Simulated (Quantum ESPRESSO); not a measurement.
## InNb2Pt2W3 (one composition in several site orders)

A calculation, not a measurement. The program is pw.x of Quantum ESPRESSO 7.5 (plane-wave density functional theory). The cell is made up: eight metal atoms on a hexagonal close-packed lattice, with elements, volume, strain and displacements drawn at random and not relaxed, so it may be unstable or far from any real phase. PseudoDojo standard norm-conserving files set the functional (PBE unless stated); there is no spin polarisation or spin-orbit coupling, the Fermi-Dirac width of 0.25 eV means electrons at about 2900 K, and the masses in the input are unused placeholders. Heavy elements are run without spin-orbit coupling, which real alloys of them have. A spin test at this wide smearing found no moment, but such smearing suppresses magnetism that the real alloy may have.

The runs put one composition on the sites in different orders. Cell, positions, cutoff, mesh and smearing stay as in the input of run 1; sites are counted in its order. Stress in the tables is positive in tension.

Input of run 1:

```
&control calculation='scf', pseudo_dir='./dojo.nc.sr.pbe.v0_5.standard.upf', outdir='./o', disk_io='minimal', tprnfor=.true., tstress=.true. /
&system ibrav=0, nat=8, ntyp=4, nbnd=76, ecutwfc=84.00895049, nosym=.true., tot_charge=0,
 occupations='smearing', smearing='fd', degauss=0.0183746611
/
&electrons conv_thr=1.470e-08, electron_maxstep=70, mixing_beta=0.5 /
ATOMIC_SPECIES
In 1.0 In.upf
Nb 1.0 Nb.upf
Pt 1.0 Pt.upf
W 1.0 W.upf
CELL_PARAMETERS angstrom
2.7504 0.0362 4.6734
2.8482 -0.0603 -4.7318
-2.8202 4.9569 0.0791
ATOMIC_POSITIONS angstrom
In -0.0479 0.0157 -0.0439
Nb -1.3939 2.5679 -0.0337
Pt 2.8043 1.4266 -2.3859
Nb 1.3579 4.0635 -2.2404
Pt 2.7458 0.082 -0.0945
W 1.3582 2.509 -0.0571
W 2.6805 1.539 2.1736
W 1.3246 4.0422 2.4216
K_POINTS automatic
6 5 5 1 1 1
```

| run | elements on sites 1 to 8 | free energy less that of run 1 (eV) | -TS (eV) | pressure (GPa) | stress xx (GPa) | stress yy (GPa) | stress zz (GPa) | stress yz (GPa) | stress xz (GPa) | stress xy (GPa) | iterations |
| --- | --- | --- | --- | --- | --- | --- | --- | --- | --- | --- | --- |
| 1 | In Nb Pt Nb Pt W W W | 0.000 | -1.347 | 11.56 | -10.37 | -15.57 | -8.73 | 2.49 | -0.30 | -0.71 | 17 |
| 2 | Pt W W Nb Pt In W Nb | 0.767 | -1.446 | 12.80 | -9.99 | -17.08 | -11.32 | 3.26 | -1.91 | 1.12 | 16 |
| 3 | Nb In W W W Pt Pt Nb | 0.603 | -1.458 | 13.75 | -10.87 | -16.76 | -13.63 | 3.01 | 0.28 | -0.46 | 16 |
| 4 | In W Pt Nb Nb W W Pt | 0.360 | -1.342 | 11.92 | -13.94 | -10.91 | -10.90 | 2.63 | -0.36 | 1.67 | 16 |
| 5 | W In Nb W Pt Pt W Nb | 0.627 | -1.414 | 13.05 | -13.30 | -14.72 | -11.13 | 4.06 | -0.30 | -1.97 | 16 |
| 6 | In W Nb Nb Pt W W Pt | 0.579 | -1.454 | 13.30 | -9.19 | -18.02 | -12.69 | 1.10 | 0.21 | -0.07 | 17 |

Forces Fx Fy Fz (eV/Å):

```
site              run 1             run 2              run 3              run 4             run 5              run 6
   1     0.18 0.83 0.91    0.31 0.16 0.29    0.19 0.95 -0.30     0.32 0.56 0.84   0.08 0.09 -0.25     0.22 0.46 0.39
   2  -0.13 -1.29 -0.03  -0.35 -0.97 0.65    0.02 -1.14 1.69   0.22 -0.76 -0.12   0.21 -0.96 1.57   0.35 -0.57 -0.22
   3    -0.90 2.14 0.02  -0.46 1.93 -0.71    -0.66 0.63 0.49   -0.47 2.38 -0.08  -0.88 1.50 -0.20    -0.92 2.12 0.44
   4  -0.12 -1.36 -0.91  0.23 -0.56 -2.09   0.11 -0.89 -0.49  -0.31 -1.76 -1.79  0.57 -0.40 -0.63   0.21 -2.08 -1.57
   5    0.06 -1.08 0.70  -0.21 -0.68 0.75    -0.06 0.00 1.04    0.30 -0.93 0.75   0.38 -0.96 1.04   -0.10 -1.01 0.93
   6    0.14 -0.89 0.67  -0.16 -0.92 0.39  -0.27 -0.48 -0.05   -0.41 -0.33 0.88  -0.35 -0.57 0.14    -0.44 0.11 1.09
   7     0.95 1.65 0.18    1.25 0.79 1.56     1.03 0.55 0.37     0.69 1.05 0.66    0.67 0.52 1.20    0.95 1.17 -0.03
   8   -0.19 0.00 -1.55  -0.61 0.24 -0.85   -0.35 0.39 -2.76  -0.33 -0.21 -1.14  -0.68 0.79 -2.87  -0.26 -0.20 -1.03
```

The sites are displaced and not relaxed, so the energy differences hold strain from misfit and are not ordering energies. A rerun of one cell of this series at a higher cutoff and on a denser mesh moved values by no more than 0.004 eV in energy, 0.02 GPa in stress and 0.003 eV/Å in force, and a second program with other atomic files agreed on that cell to 2 % rms in force and 0.5 GPa in pressure.